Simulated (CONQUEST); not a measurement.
Consider a self-consistent single point of HgTe (C2, 12 atoms in the cell; from Materials Project mp-358, changed as shown).

```
HgTe
1.0
    4.60889     0.00000     0.00000
    0.00000     8.06346     0.00000
    0.00000     0.00000    10.42319
Hg Te
6 6
Direct
  0.15807   0.15807   0.00000
  0.68386   0.00000   0.33333
  0.65807   0.34193   0.66667
  0.65807   0.65807   0.00000
  0.18386   0.50000   0.33333
  0.15807   0.84193   0.66667
  0.24279   0.24279   0.50000
  0.51443   0.00000   0.83333
  0.74279   0.25722   0.16667
  0.74279   0.74279   0.50000
  0.01443   0.50000   0.83333
  0.24279   0.75721   0.16667
```

All values come from this method and carry its errors: PBEsol, numerical atomic orbitals double-zeta with polarisation (the shipped basis), PseudoDojo norm-conserving potentials made for PBEsol (CONQUEST 1.3).

CONQUEST settings:

basis: DZP
Diag.MPMeshX, Y, Z: 5 3 3
potentials: PseudoDojo norm-conserving PBEsol
Grid.GridCutoff: 140 Ha
DM.SolutionMethod: diagon
Diag.SmearingType: 1
Diag.kT: 0.000735 Ha
Diag.GammaCentred: true
Diag.MPOrder: 0
minE.SCTolerance: 1.0e-07
SC.MaxIters: 100
SC.LinearMixingFactor: 0.3
AtomMove.TypeOfRun: static

Results:

* **Number of valence electrons**: 216
* **Number of bands**: 222
* **Number of k-points after the program's reduction**: 23
* **Size of the basis**: 222
* **Number of SCF iterations**: 10
* **FFT grid**: 48 × 96 × 108
* **Free energy E − TS**: -44280.3682 eV
* **Pressure**: -0.22 GPa
* **Largest force (vector length)**: 0.428 eV/Å

Forces (eV/Å):
```tsv
atom	Fx	Fy	Fz
Hg1	0.046	0.041	-0.022
Hg2	-0.050	0.000	0.000
Hg3	0.046	-0.042	0.022
Hg4	0.046	0.041	-0.022
Hg5	-0.050	0.000	0.000
Hg6	0.046	-0.042	0.022
Te7	-0.224	-0.319	-0.049
Te8	0.428	0.000	0.000
Te9	-0.224	0.320	0.049
Te10	-0.224	-0.319	-0.049
Te11	0.428	0.000	0.000
Te12	-0.224	0.320	0.049
```

Stress (GPa, positive for compression):
```
 0.01   0.00   0.00
 0.00  -0.40   0.16
 0.00   0.16  -0.26
```

For comparison: a first run was changed to give this one (lattice vector a scaled by 0.99), and from it to this one the free energy hardly moves (within 1 meV/atom), the pressure goes from -0.62 to -0.22 GPa and the largest force goes from 0.341 to 0.428 eV/Å.

Spin-orbit coupling is left out, which matters for bands and gaps with elements this heavy. The program uses no crystal symmetry, so grid and mesh can part values that symmetry would make equal. The atom-centred basis is finite, which shifts total energies, pressures and forces against plane waves. The structure comes from a collection of computed structures, made at another level of theory; the collection holds predicted forms beside known ones.

Cost on one core: about 2.6 core-minutes (a rough figure).
